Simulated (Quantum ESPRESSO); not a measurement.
pw.x input (Quantum ESPRESSO 7.5; PBEsol, PseudoDojo standard norm-conserving files, scalar-relativistic):

```
&CONTROL
  calculation = 'scf'
  pseudo_dir = './pseudo'
  outdir = './out'
  tprnfor = .true.
  tstress = .true.
/
&SYSTEM
  ibrav = 0
  nat = 6
  ntyp = 3
  ecutwfc = 110.0
  ecutrho = 440.0
  occupations = 'smearing'
  smearing = 'fd'
  degauss = 0.002
  nbnd = 28
/
&ELECTRONS
  conv_thr = 6e-10
/
ATOMIC_SPECIES
O 15.9990 O.upf
F 18.9984 F.upf
La 138.9055 La.upf
CELL_PARAMETERS angstrom
  2.021130033000   1.166899968000   6.725897000000
 -2.021130033000   1.166899968000   6.725897000000
  0.000000000000  -2.333799937000   6.725897000000
ATOMIC_POSITIONS crystal
O   0.622707000000   0.622707000000   0.622707000000
O   0.377293000000   0.377293000000   0.377293000000
F   0.870660000000   0.870660000000   0.870660000000
F   0.129340000000   0.129340000000   0.129340000000
La   0.741900000000   0.741900000000   0.741900000000
La   0.258100000000   0.258100000000   0.258100000000
K_POINTS automatic
8 8 8 0 0 0
```

End of the output:

```

[...]
     the Fermi energy is     9.5354 ev
!    total energy              =    -305.67284992 Ry
     estimated scf accuracy    <          3.0E-10 Ry
     smearing contrib. (-TS)   =       0.00000000 Ry
     internal energy E=F+TS    =    -305.67284992 Ry
     The total energy is F=E-TS. E is the sum of the following terms:
     one-electron contribution =     -63.94989247 Ry
     hartree contribution      =      63.16140170 Ry
     xc contribution           =     -71.84414449 Ry
     ewald contribution        =    -233.04021467 Ry
     convergence has been achieved in  14 iterations
     Forces acting on atoms (cartesian axes, Ry/au):
     atom    1 type  1   force =     0.00000000    0.00000000    0.00244332
     atom    2 type  1   force =     0.00000000    0.00000000   -0.00244332
     atom    3 type  2   force =     0.00000000    0.00000000    0.00169875
     atom    4 type  2   force =     0.00000000   -0.00000000   -0.00169875
     atom    5 type  3   force =    -0.00000000    0.00000000   -0.00517029
     atom    6 type  3   force =     0.00000000    0.00000000    0.00517029
     Total force =     0.008437     Total SCF correction =     0.000017
     Computing stress (Cartesian axis) and pressure
          total   stress  (Ry/bohr**3)                   (kbar)     P=      -28.79
  -0.00019870  -0.00000000   0.00000000          -29.23       -0.00        0.00
   0.00000000  -0.00019870  -0.00000000            0.00      -29.23       -0.00
   0.00000000  -0.00000000  -0.00018983            0.00       -0.00      -27.92
```
In a gapped system the printed Fermi energy is only some level inside the gap.

Geometry of the Materials Project entry, not relaxed at this level.
